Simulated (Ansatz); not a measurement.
A generated cell, in the space group of a known form (sites not compared), of LaTiO₃: Pm-3m (No. 221), cP5, cubic perovskite type; a = b = c = 3.933 Å, α = β = γ = 90.00°; Ti 1b (0.500, 0.500, 0.500); La 1a (0.000, 0.000, 0.000); O 3c (0.000, 0.500, 0.500). Level of theory: r2SCAN (plane waves to 500 eV, PAW, scalar-relativistic; Ansatz, a program for electronic structure). Element references, the lowest calculated here: Ti (P6/mmm, not the ambient form), O (C2/m, ferromagnetic, forced by one molecule a cell; α-O2 is antiferromagnetic), La (Pbcm, non-magnetic, not the ambient form); gases are represented by their molecular solids.

Total energies (eV/atom, σ → 0; comparable only within this code, potentials and settings):

```json
[
 {"phase": "LaTiO3 (Pm-3m)", "E (eV/atom)": "-2096.920"},
 {"phase": "Ti (P6/mmm)", "E (eV/atom)": "-2504.390"},
 {"phase": "O (C2/m)", "E (eV/atom)": "-566.013"},
 {"phase": "La (Pbcm)", "E (eV/atom)": "-6264.872"},
 {"phase": "TiO2 (I4₁/amd)", "E (eV/atom)": "-1215.443"},
 {"phase": "La2O3 (P-3m1)", "E (eV/atom)": "-2849.222"}
]
```

Problem. What is the formation energy of this Pm-3m form of LaTiO3 from the elements?

Solution. E_f = -2096.920 − [1 × (-6264.872) + 1 × (-2504.390) + 3 × (-566.013)] / 5 = -3.46 eV/atom (-17.3 eV per formula unit).

A lower structure of this composition may exist.

Static energies, no anion corrections, no zero-point energy. Values are rounded to 0.01 eV/atom. Not shown to be the ambient phase of their composition (a lower form may be missing, and a cell relaxed within its start's symmetry can be a saddle point): LaTiO3 (Pm-3m). The compounds carry no spin polarisation. The d or f electrons are treated with no Hubbard U.
